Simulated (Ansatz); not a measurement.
Mo₃Ir (A15 (Cr3Si type), Pm-3n), r²SCAN (plane waves, PAW; program Ansatz), all energies at zero smearing, with the estimated change up to a 700 eV cutoff added, with one set of potentials and settings (totals compare only within such a set). Cell of 8 atoms (6 Mo, 2 Ir): -53703.799 eV.

```
element             reference phase  E (eV/atom)
-------  --------------------------  -----------
Mo       Im-3m, 1 atoms in the cell   -4967.5975
Ir       Fm-3m, 1 atoms in the cell  -11948.7272
```

Formation energy per atom, worked out: (-53703.799 − 6×(-4967.5975) − 2×(-11948.7272))/8 = -0.095 eV/atom (-9 kJ per mol of atoms), at 0 K, without zero-point energy or fitted corrections.

The workflow started from a Materials Project entry (that database holds measured and hypothetical structures alike); the Crystallography Open Database copy checked does not list it. Whether it is the stable phase at ambient conditions was not checked. The r²SCAN relaxation kept the symmetry of its start; its stability against distortions is not shown here. No spin polarisation was allowed. The references are the lowest solids computed at this level, not always the standard phases. Scalar-relativistic: spin–orbit coupling is off unless named, which matters more the heavier the elements.

Potentials: the later of the program's two PAW sets.
